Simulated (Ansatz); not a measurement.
# VN2: how the energy converges with the cutoff

VN2, I4/mcm, a = 4.301 Å, c = 4.983 Å. The structure is a COD entry; whether it is the stable form wasn't checked. Ansatz: PBEsol, PAW, cutoff varied, Γ-centred 12×12×12 mesh on 6 atoms, Gaussian smearing 0.10 eV; no spin polarisation. Single points at one geometry, the cutoff alone changed; ΔE is the energy at zero smearing over the run at 850 eV (runs within 0.3 meV/atom of it are left out). The runs up to 380 eV lie under the cutoff recommended for these PAW datasets.

| cutoff (eV) | ΔE (meV/atom) |
| --- | --- |
| 150 | 15453.52 |
| 200 | ? |
| 250 | 1191.78 |
| 300 | 264.37 |
| 350 | 48.96 |
| 380 | 17.11 |
| 420 | 4.29 |
| 460 | 1.35 |
| 520 | 0.67 |
| 600 | 0.37 |

Assume ΔE falls exponentially with the cutoff, fit y = ln ΔE against x, the cutoff in eV, to the other rows, and predict the missing value.

y = 9.646, 7.083, 5.577, 3.891, 2.840, 1.456, 0.300, -0.400, -0.994. Means x = 381.1, y = 3.2666; Σ(Δx)² = 153089, ΣΔxΔy = -3927; the slope is their ratio. y = 13.04 − 0.02565 x, a factor of ten per 90 eV. At 200 eV this gives ΔE = 2724.39 meV/atom. The run gave 4387.52, a ratio of 0.62. Between neighbouring rows the decay runs from a factor of ten per 66 eV to one per 310 eV, so one exponential is only a rough guide. The fast fall gives way to a slow tail, so a fit to low cutoffs promises convergence too early.